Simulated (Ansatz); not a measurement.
Ba:
```xyz
2
Lattice="0.0000 3.8375 3.8375 3.8375 0.0000 3.8375 3.8375 3.8375 0.0000" Properties=species:S:1:pos:R:3 pbc="T T T"
Ba     0.0000     0.0000     0.0000
Ba     1.9187     1.9187     1.9187
```

Relaxed with PBE. Special points in fractions of this cell's reciprocal vectors: Γ (0.000, 0.000, 0.000); X (0.500, 0.000, 0.500); U (0.625, 0.250, 0.625); K (0.375, 0.375, 0.750); L (0.500, 0.500, 0.500); W (0.500, 0.250, 0.750).

**Question.** List the band energies nearest the Fermi level at these points for the program Ansatz at the PBE level (PAW).

**Answer.** In eV from the Fermi level; about four levels below and three above (degenerate sets whole), none deeper than 8.9 eV; points with the same levels are listed once.

| k | below | above |
|---|---|---|
| Γ | -2.11 | 0.17 0.17 1.28 1.28 1.28 |
| X | -0.72 -0.72 | 0.94 0.94 1.67 1.67 |
| U | -0.87 -0.47 | 0.41 1.14 1.66 |
| L | -0.25 -0.24 | 0.22 0.22 0.95 0.95 |
| W | -0.76 -0.76 | 1.00 1.00 1.68 1.68 |

Space group Fd-3m (diamond). The start of the workflow was typed in or built on a structure type; neither database checked (COD, Materials Project) lists it. It is not the phase usual at ambient conditions (space group No. 229). Symmetry was held in the PBE relaxation; its stability against distortions is not shown here. The volume moved by -44 % from the start of the relaxation. Spin–orbit coupling is left out wherever it is not named.

Potentials: the later of the program's two PAW sets.
